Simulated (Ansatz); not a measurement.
C in space group R-3c (No. 167; C on 36f) at seven volumes, plane-wave PAW r²SCAN (Ansatz code), shape and atoms relaxed at each. One row is withheld.

```json
[
 {"V (Å³/atom)": "8.591", "P (GPa)": "1.90"},
 {"V (Å³/atom)": "8.874", "P (GPa)": "?"},
 {"V (Å³/atom)": "9.157", "P (GPa)": "0.40"},
 {"V (Å³/atom)": "9.441", "P (GPa)": "0.00"},
 {"V (Å³/atom)": "9.724", "P (GPa)": "-0.30"},
 {"V (Å³/atom)": "10.007", "P (GPa)": "-0.56"},
 {"V (Å³/atom)": "10.290", "P (GPa)": "-0.73"}
]
```

Problem. Fit the shown pressures and predict the withheld one.

Solution. P = (3/2)B₀(x^(7/2) − x^(5/2))[1 + (3/4)(B′ − 4)(x − 1)] with x = (V₀/V)^(2/3). Least squares on the six rows gives V₀ = 9.432 Å³/atom, B₀ = 13.0 GPa, B′ = 10.00. At V = 8.874, x = 1.0415 and P = 1.06 GPa. The run itself gave 1.02 GPa.

The start of the workflow was typed in or built on a structure type; neither database checked (COD, Materials Project) lists it. It is not the phase usual at ambient conditions (space group No. 194, 227). The cell was relaxed with r²SCAN under the symmetry of its start; whether a distortion lowers the energy is not shown. The volume moved by 124 % from the start of the relaxation.

Potentials: the earlier of the program's two PAW sets.
